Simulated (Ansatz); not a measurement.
Data:

LaWN$_{3}$:
```
LaWN3
1.0
    3.91363     0.00000     0.00000
    0.00000     3.91363     0.00000
    0.00000     0.00000     4.08796
La W N
1 1 3
Direct
  0.50000   0.50000   0.30211
  0.00000   0.00000   0.78265
  0.00000   0.50000   0.71084
  0.50000   0.00000   0.71084
  0.00000   0.00000   0.22982
```

This is the LDA-relaxed structure.

Q: All from LDA (plane waves, PAW; program Ansatz), unless another level is named. Give the electronic character.

A: metallic (no gap).

Q: Give the density of states at the Fermi level.

A: 0.12 states/eV per atom (mean over ±0.08 eV).

Q: What about the formation energy from the elements (no fitted shifts)?

A: -1.29 eV/atom.

Space group P4mm. The workflow started from a Materials Project entry (that database holds measured and hypothetical structures alike); the Crystallography Open Database copy checked does not list it. Whether it is the stable phase at ambient conditions was not checked. The LDA relaxation kept the symmetry of its start; phonons show weakly imaginary modes. No spin polarisation was allowed. The references are the lowest solids computed at this level, not always the standard phases (solids in place of the gases). Scalar-relativistic: spin–orbit coupling is off unless named, which matters more the heavier the elements.

Potentials: the later of the program's two PAW sets.
